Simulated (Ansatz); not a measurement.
**Structure types of Be compared at 37 GPa**

Structure types of Be are relaxed in primitive cells with their symmetry kept at 37 GPa, first on PAW files, then by LAPW. The enthalpy is E + pV at zero temperature, without zero-point motion. Only the types listed were tried, and differences under about 5 meV/atom are mesh noise.

All numbers are LDA results (scalar-relativistic) from Ansatz 0.2.0, with Fermi–Dirac smearing of 0.1 eV, no spin polarisation. Methods: LAPW: all electrons, basis error target 0.5 meV/atom; PAW: frozen-core files, cutoff 420 eV.

k meshes: fcc 22×22×22, bcc 23×23×23, hcp 21×21×12, beta tin 22×22×22, simple hexagonal 22×22×20, sc 20×20×20.

The PAW files were made under PBE.

| start type | ends as | a, b, c (Å) | V (Å³/atom) | H − H(lowest), LAPW (meV/atom) |
| --- | --- | --- | --- | --- |
| fcc | fcc, Fm-3m | 2.905, 2.905, 2.905 | 6.13 | 64.7 |
| bcc | bcc, Im-3m | 2.302, 2.302, 2.302 | 6.10 | 78.7 |
| hcp | hcp, P6_3/mmc | 2.075, 2.075, 3.304 | 6.16 | 0.0 |
| beta tin | beta tin, I4_1/amd | 3.739, 3.739, 1.955 | 6.83 | ? |
| simple hexagonal | simple hexagonal, P6/mmm | 1.971, 1.971, 2.073 | 6.97 | ? |
| sc | sc, Pm-3m | 1.945, 1.945, 1.945 | 7.36 | 1434.8 |

Problem. Fill in "H − H(lowest), LAPW (meV/atom)" for the row "beta tin".

Solution. 986.3.

Problem. What belongs in the row "simple hexagonal", column "H − H(lowest), LAPW (meV/atom)"?

Solution. 807.4.

Problem. Split the lead of hcp over fcc into energy and pV.

Solution. For fcc less hcp: ΔE = +72.8 meV/atom, and p·ΔV = 37 GPa × -0.0351 Å³ × 6.242 meV/(GPa·Å³) = -8.1 meV/atom, together 64.7 meV/atom. hcp wins by its internal energy, though it is the less dense.
